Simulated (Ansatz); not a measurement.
Notes on B$_{2}$Sb$_{2}$As

```
Sb As B
1.0
     0.00000    3.56457    0.00000
     4.83950   -1.78228    0.00000
    -0.04246    1.78228  -10.17117
Sb As B
4 2 4
Direct
  0.95480 0.73410 0.82450
  0.04520 0.26590 0.17550
  0.81190 0.22590 0.60210
  0.18810 0.77410 0.39790
  0.39420 0.77280 0.98440
  0.60580 0.22720 0.01560
  0.21140 0.18520 0.76240
  0.78860 0.81480 0.23760
  0.59370 0.77900 0.59160
  0.40630 0.22100 0.40840
```

Single point in Ansatz 0.2.0 with r2SCAN, no spin polarisation. Cutoff 500 eV, PAW datasets, 5×5×5 Γ-centred k mesh, fermi-dirac filling (width 0.1 eV).

Question: What happens at the Fermi level?

Answer: It is a metal, with about 5.1 states/eV a cell as the mean within 0.25 eV of the Fermi level, mostly B p (47 %) and Sb p (23 %).

Question: What does the stress say?

Answer: The pressure is 14.0 GPa (compression positive), so with the atoms held at these fractions the cell would first expand; the forces are large, so a full relaxation may end otherwise. The principal stresses 7.2, 14.5, 20.2 GPa differ, so its shape would change too.

Question: Describe some of the short contacts.

Answer: As–As at 2.22 Å: least valence density 0.80 e/Å³ and ELF 0.76 there. Sb–As at 2.42 Å: least valence density 0.65 e/Å³ and ELF 0.68 there. Sb–B at 2.17 Å is left out, since its least density falls inside a PAW sphere. These are pseudo-fields; inside the PAW spheres they differ from the all-electron ones.

Question: Give the Bader charges.

Answer: Bader charges in e: B -0.42 to -0.38, Sb +0.49 to +0.60, As -0.28. In the mean Sb gives up most and B takes most.

Question: Where is the largest force?

Answer: The largest is on Sb1 (and as large on other atoms): 3.95 eV/Å, components (-0.05, 0.00, 3.95). It makes 75° with the line to a nearest neighbour, B7 at 2.28 Å.

Origin: a known structure type with other elements, at an estimated volume, so it need not be a known compound. Caveats: the k mesh is coarse if the cell is a metal; atoms or cell far from equilibrium.
